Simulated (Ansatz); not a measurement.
### Question
Each is relaxed and computed with plane-wave PAW r²SCAN (Ansatz code). Which is the only one with a gap?
A) SrCd2Ge2, I4/mmm (Sr on 2a, Ge on 4e, Cd on 4d)
B) YSnGe, Cmcm (Y on 4c, Sn on 4c, Ge on 4c)
C) SnF4, I4/mmm (Sn on 2a, F on 4e, F on 4c)
D) BaAs2Rh2, I4/mmm (Ba on 2a, As on 4e, Rh on 4d)

### Answer
C, SnF4, I4/mmm (Sn on 2a, F on 4e, F on 4c). SnF4: gap 4.20 eV (indirect); SrCd2Ge2: metal; YSnGe: metal; BaAs2Rh2: metal. Standing as an ambient phase not checked: SnF4, I4/mmm (Sn on 2a, F on 4e, F on 4c); SrCd2Ge2, I4/mmm (Sr on 2a, Ge on 4e, Cd on 4d); YSnGe, Cmcm (Y on 4c, Sn on 4c, Ge on 4c); BaAs2Rh2, I4/mmm (Ba on 2a, As on 4e, Rh on 4d). Weakly bound layers, chains or molecules computed without a dispersion correction, so cells and soft constants are ill determined: SnF4, I4/mmm (Sn on 2a, F on 4e, F on 4c). All cells were relaxed under the symmetry of their starts (and spin orders); stability against distortions was not tested throughout. Rows with no word on spin ran without spin polarisation. Spin–orbit coupling is left out wherever it is not named.

Potentials: the later of the program's two PAW sets.
